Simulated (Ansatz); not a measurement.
## Data sheet: WC (DFT)

WC:
```yaml
crystal:
  lattice:
    - [0.00000, 2.33023, 2.33023]
    - [2.33023, 0.00000, 2.33023]
    - [2.33023, 2.33023, 0.00000]
  atoms:
    - { symbol: W, position: [0.00000, 0.00000, 0.00000] }
    - { symbol: C, position: [0.25000, 0.25000, 0.25000] }
```

Space group F-43m (No. 216), zinc blende; conventional cell a = b = c = 4.660 Å, α = β = γ = 90.00°.

Method: DFT-PBEsol in the program Ansatz with PAW potentials. The cell and atoms are relaxed at this level. Other levels are named where they apply.

**Cell and energy**

Volume per atom: 12.65 Å³
Density: 12.85 g/cm³
Formation energy from the elements (no fitted shifts): 0.53 eV/atom

**Electronic structure**

* **Electronic character**: metallic (no gap)
* **Density of states at the Fermi level**: 0.52 states/eV per atom (mean over ±0.08 eV)
* **Gap with spin–orbit coupling**: none (metallic)

**Mechanics**

* **Bulk modulus (Birch–Murnaghan fit)**: 279 GPa
* **Pressure derivative B′**: 4.1
* **Elastic constants (relaxed ions, GPa)**: C11 = 342, C12 = 247, C44 = 17.7
* **Mechanical stability**: stable (all eigenvalues of C positive)
* **Hill bulk and shear moduli**: 279 and 26.6 GPa
* **Young's modulus**: 77.3 GPa
* **Poisson's ratio**: 0.45
* **Debye temperature from the elastic constants**: 210 K

**Phonons**

- Highest zone-centre frequency: 618 cm⁻¹
- Zone-centre stability: no imaginary mode at Γ

The start of the workflow was typed in or built on a structure type; neither database checked (COD, Materials Project) lists it. It is not the phase usual at ambient conditions (space group No. 187). The PBEsol relaxation kept the symmetry of its start. The run is not spin-polarised. Its formation energy is positive at this level, so the cell may be metastable or incomplete. As this level gives no gap, shear constants depend on the k-mesh and smearing (Fermi–Dirac, 0.1 eV here). As this level gives no gap, phonon frequencies hold no LO–TO term and depend on the k-mesh and smearing (Fermi–Dirac, 0.1 eV here). The references are the lowest solids computed at this level, not always the standard phases. Spin–orbit coupling is left out wherever it is not named.

Potentials: the later of the program's two PAW sets.
